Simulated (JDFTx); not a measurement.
TiB2(1 0 -1 0) slab cut from bulk TiB2 (space group P6/mmm, indices of the conventional cell, lattice of the Materials Project entry mp-1145, not re-optimised): 12 atoms in 12 planes, a 1x1 cell of 9.77 Å² (|a| = 3.026, |b| = 3.229 Å), 9.5 Å between the outermost planes, B outermost, slab composition Ti4B8, cell height 25.6 Å, 8×6×1 k mesh, Fermi smearing 0.01 Ha, no spin polarisation. Whether this polymorph is the ambient one wasn't checked. Neither spin polarisation nor a larger cell was tried.

Final geometry:
```
12
Lattice="3.026 0.000 0.000 0.000 3.229 0.000 0.000 0.000 25.600" Properties=species:S:1:pos:R:3 pbc="T T F"
B      0.756     1.614     8.057
B      0.756     1.614     9.743
B      2.269     1.614    10.616
B      2.269     1.614    12.363
B      0.756     1.614    13.237
B      0.756     1.614    14.984
B      2.269     1.614    15.857
B      2.269     1.614    17.543
Ti     2.269     0.000     8.783
Ti     0.756     0.000    11.490
Ti     2.269     0.000    14.110
Ti     0.756     0.000    16.817
```

All numbers are PBE, GBRV ultrasoft potentials, plane waves to 20/100 Ha results from a modified build of JDFTx, not measurements. Liquid on both sides: CANDLE, water, 0.5 M NaCl; nuclei fixed, outer atoms relaxed in vacuum. The electron chemical potential μ is absolute (zero in the bulk liquid) and is turned into a potential by U = −μ/e − 4.44 V vs SHE, a convention. This is a symmetric, unreconstructed model surface, and the continuum liquid cannot react with it. At negative charge CANDLE's numbers also depend on the cell height, by up to tenths of a volt.

```tsv
U (V vs SHE)	μ (eV)	excess electrons per cell	σ (μC/cm², per face)	run
0.00	-4.44	0.225	-18.5	fixed potential
0.40	-4.84	0.097	-7.9	fixed potential
0.60	-5.04	0.052	-4.2	fixed potential
0.92	-5.36	0.000	0.0	neutral
1.20	-5.64	-0.036	3.0	fixed potential
1.80	-6.24	___	___	fixed potential
___	___	-0.183	15.0	fixed charge
```

Fill in the missing entries, row by row.


- 1.80, excess electrons per cell: -0.118
- 1.80, σ (μC/cm², per face): 9.6
- row 7, U (V vs SHE): 2.25
- 2.25, μ (eV): -6.69
